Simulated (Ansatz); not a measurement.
TaTe:
```
CELL_PARAMETERS angstrom
      3.40456     0.00000     0.00000
      0.00000     3.40456     0.00000
      0.00000     0.00000     3.40456
ATOMIC_POSITIONS crystal
  Ta 0.00000 0.00000 0.00000
  Te 0.50000 0.50000 0.50000
```

Relaxed with r²SCAN.

Q: Map the electron localisation function on the plane through (0.000, 0.000, 0.000) spanned by u = [1, 0, 0] and v = [0, 1, 1] in lattice vectors, from r²SCAN in the plane-wave PAW code Ansatz.

A: x is the fraction of u, y of v (the angle between them is 90°; rows are the nearest grid lines); atoms in the plane: Ta at (0.00, 0.00), Te at (0.50, 0.50).
```
y \ x   0.000  0.118  0.176  0.294  0.353  0.471  0.529  0.647  0.706  0.824  0.882   1.00
------  -----  -----  -----  -----  -----  -----  -----  -----  -----  -----  -----  -----
1.00    0.018  0.631  0.788  0.367  0.255  0.488  0.488  0.255  0.367  0.788  0.631  0.018
0.917   0.616  0.747  0.704  0.224  0.221  0.441  0.441  0.221  0.224  0.704  0.747  0.616
0.833   0.599  0.402  0.223  0.192  0.314  0.460  0.460  0.314  0.192  0.223  0.402  0.599
0.750   0.126  0.166  0.262  0.556  0.608  0.595  0.595  0.608  0.556  0.262  0.166  0.126
0.708   0.159  0.288  0.452  0.626  0.591  0.511  0.511  0.591  0.626  0.452  0.288  0.159
0.625   0.176  0.407  0.546  0.466  0.366  0.200  0.200  0.366  0.466  0.546  0.407  0.176
0.542   0.122  0.375  0.462  0.300  0.135  0.022  0.022  0.135  0.300  0.462  0.375  0.122
0.458   0.122  0.375  0.462  0.300  0.135  0.022  0.022  0.135  0.300  0.462  0.375  0.122
0.375   0.176  0.407  0.546  0.466  0.366  0.200  0.200  0.366  0.466  0.546  0.407  0.176
0.292   0.159  0.288  0.452  0.626  0.591  0.511  0.511  0.591  0.626  0.452  0.288  0.159
0.250   0.126  0.166  0.262  0.556  0.608  0.595  0.595  0.608  0.556  0.262  0.166  0.126
0.167   0.599  0.402  0.223  0.192  0.314  0.460  0.460  0.314  0.192  0.223  0.402  0.599
0.0833  0.616  0.747  0.704  0.224  0.221  0.441  0.441  0.221  0.224  0.704  0.747  0.616
0.000   0.018  0.631  0.788  0.367  0.255  0.488  0.488  0.255  0.367  0.788  0.631  0.018
```

The density is the valence pseudo-density with augmentation charge, so density and ELF within about 1 Å of a nucleus are not all-electron values.

Space group Pm-3m (CsCl type). The start of the workflow was typed in or built on a structure type; neither database checked (COD, Materials Project) lists it. Whether it is the stable phase at ambient conditions was not checked. Symmetry was held in the r²SCAN relaxation; its stability against distortions is not shown here. No spin polarisation was allowed. Its formation energy is positive at this level, so the cell may be metastable or incomplete. Spin–orbit coupling is left out wherever it is not named.

Potentials: the earlier of the program's two PAW sets.
